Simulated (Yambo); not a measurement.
BaTiO3: sweep of GW parameters

G0W0@LDA for BaTiO3 (cubic perovskite, space group Pm-3m, No. 221) in Yambo. Reference settings: 4×4×4 Γ-centred k mesh, bands 2 to 125 and a 8 Ry block in the screening, 125 bands in G with the Bruneval-Gonze terminator, plasmon pole fitted at 27.2 eV. The LDA gap R → Γ on this mesh is 1.74 eV; G0W0 gaps are taken between the same points.

```tsv
change from the reference	G0W0 gap R → Γ (eV)	shift of the valence edge (eV)	rough Yambo cost
reference settings	3.24	-0.28	1
96 bands in W, 96 bands in G	3.24	-0.24	within a factor of two
exchange cut at 40 Ry	3.27	-0.24	–
exchange cut at 20 Ry	3.45	0.02	–
51 bands in W, 51 bands in G, 5 Ry block	3.30	-0.05	about 1/4
72 bands in W, 72 bands in G, 2 Ry block	3.91	-0.35	about 1/3
72 bands in W, 72 bands in G, 5 Ry block	3.27	-0.14	about 1/3
96 bands in W, 96 bands in G, 5 Ry block	3.24	-0.18	within a factor of two
6 Ry block	3.22	-0.24	within a factor of two
2×2×2 mesh	3.21	-0.16	about 1/10
35 bands in W, 35 bands in G, no terminator	3.59	0.43	about 1/4
51 bands in W, 51 bands in G, 3 Ry block, no terminator	3.64	0.14	about 1/3
72 bands in W, 72 bands in G, 3 Ry block, no terminator	3.57	0.02	within a factor of two
72 bands in W, 72 bands in G, no terminator	3.41	0.17	within a factor of two
96 bands in W, 96 bands in G, 3 Ry block, no terminator	3.51	-0.07	within a factor of two
```

The reference isn't shown to be the converged limit. Costs are rough (shared machines), scaled to the same edge states, and given only for runs that recompute the screening.

The cell is held in this high symmetry; tilts and polar distortions were not searched.

Geometry of the Materials Project entry, not relaxed at this level; primitive cell a = b = c = 4.008 Å, α = β = γ = 90.00°.

This is not the ordinary phase of the substance.

A shift is the quasiparticle energy of the state minus its LDA energy.
